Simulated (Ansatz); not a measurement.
Level of theory: Ansatz, DFT PBE, scalar-relativistic, plane waves, PAW. All cells share a 420 eV cutoff and Γ-centred k meshes spaced about 0.3 Å⁻¹ or finer (0.25 for metals, 2π included). These runs have no spin polarisation.

These are static total energies at zero pressure.

Compare these two cells of SrTi2O4, each relaxed at this level.

A. Space group Cmcm (No. 63), orthorhombic, a = 3.179 Å, b = 9.911 Å, c = 10.275 Å. Sr is surrounded by 6 O at 2.49–2.50 Å, 2 O at 2.83 Å, 1 O at 3.03 Å, 2 Sr at 3.18 Å, 2 Ti at 3.19 Å and 8 Ti at 3.47–3.58 Å; around Ti lie 6 O at 1.99–2.14 Å, 1 Ti at 2.78 Å, 4 Ti at 3.18–3.22 Å, 1 Sr at 3.19 Å, 4 Sr at 3.47–3.58 Å, 1 O at 3.60 Å and 6 O at 3.75–3.78 Å; O on a site of symmetry m2m has 2 Ti at 1.99 Å and 2 Sr at 2.49 Å; O on a site of symmetry m has 1 Ti at 2.01 Å, 2 Ti at 2.14 Å and 2 Sr at 2.50 Å; around O on a site of symmetry 2/m lie 4 Ti at 2.11 Å, 2 O at 2.80 Å and 2 Sr at 2.83 Å.

B. Space group P2/m (No. 10), monoclinic, a = 4.991 Å, b = 3.077 Å, c = 6.054 Å, β = 90.2°. Sr is surrounded by 6 O at 2.52–2.55 Å, 2 Ti at 3.03 Å and 2 Sr at 3.08 Å; around Ti on its first site lie 6 O at 2.06–2.10 Å and 6 Ti at 2.93–3.08 Å; Ti on its second site is surrounded by 6 O at 2.02–2.10 Å, 6 Ti at 2.93–3.08 Å and 2 Sr at 3.03 Å; around O on its first site lie 3 Ti at 2.10 Å and 2 Sr at 2.52 Å; O on its second site has 3 Ti at 2.02–2.06 Å and 1 Sr at 2.55 Å.

Task: Which is lower in energy, and by how much?

Result: A is lower, by 99 meV/atom. A has space group Cmcm (No. 63), 11.6 Å³/atom and no gap on its mesh; B has space group P2/m (No. 10), 13.3 Å³/atom and no gap. Counting O atoms around Sr and Ti (those within 1.25 times the shortest such distance or 1.15 times the sum of covalent radii, 1.27 where that leaves under three; a plus sign parts nearer from farther groups), A has Sr 6+3, Ti 6 and B has Sr 6, Ti 6. The denser one is the lower, and pressure would at first widen the difference. Both come from trial cells of a structure search.

In such compounds of Ti a zero gap at this level may well be an artefact, since no Hubbard U is applied. Trial moments fell under 0.15 μB along the way in Cmcm and P2/m; another start might hold them. With atoms moved at random, A and B came back.
